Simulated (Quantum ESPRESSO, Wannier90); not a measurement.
# Wannierisation of BaTiO3 (cubic perovskite)

```yaml
crystal:
  lattice:
    - [4.00768, 0.00000, 0.00000]
    - [0.00000, 4.00768, 0.00000]
    - [0.00000, 0.00000, 4.00768]
  atoms:
    - { symbol: Ba, position: [0.50000, 0.50000, 0.50000] }
    - { symbol: Ti, position: [0.00000, 0.00000, 0.00000] }
    - { symbol: O, position: [0.50000, 0.00000, 0.00000] }
    - { symbol: O, position: [0.00000, 0.50000, 0.00000] }
    - { symbol: O, position: [0.00000, 0.00000, 0.50000] }
```

Materials Project entry mp-2998; symmetrised, unrelaxed at this level. COD (Crystallography Open Database) records the formula in this space group. Ideal cubic forms of this type are often high-temperature phases that distort on cooling; symmetry holds the cell here, and its stability was not tested. Level: PBEsol, spinors with spin-orbit coupling; pw.x of Quantum ESPRESSO at 68 Ry with PseudoDojo potentials, 6×6×6 k-points, Wannier90. Density: 8×8×8 mesh, cold smearing 0.01 Ry.

Base run: 28 functions from bands 23-76 of the 76 computed, start hydrogen-like Ti: d; O: p, centres 0.05 Å off the atoms, frozen window up to 3.26 eV relative to the valence-band maximum, outer window open. Its settings: num_cg_steps = 5, trial_step = 2 and dis_mix_ratio = 0.5 (the program's defaults), conv_tol = 1.0e-6 over 4 steps, num_iter = 400, dis_conv_tol = 1.0e-6, dis_num_iter = 600. One of them is changed at a time.

```tsv
run	disentanglement steps	localisation steps	Ω_I (Å²)	Ω_total (Å²)	ended
base	72	23	28.277	28.798	converged
trial_step = 0.5	72	23	28.277	28.798	converged
dis_mix_ratio = 0.2	192	23	28.277	28.798	converged
```
